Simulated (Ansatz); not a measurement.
With plane-wave PAW PBE (Ansatz code), In in the diamond structure (Fd-3m) relaxes to a = 6.736 Å. In has 4 nearest neighbours from 2.92 Å (tetrahedral).

Electronic character: metallic (no gap). Gap from PBE with spin–orbit coupling: none (metallic).

The bulk modulus is 21.5 GPa.

The start of the workflow was typed in or built on a structure type; neither database checked (COD, Materials Project) lists it. It is not the phase usual at ambient conditions (space group No. 139). The PBE relaxation kept the symmetry of its start; whether a distortion lowers the energy is not shown. Spin–orbit coupling is left out wherever it is not named.

Potentials: the later of the program's two PAW sets.
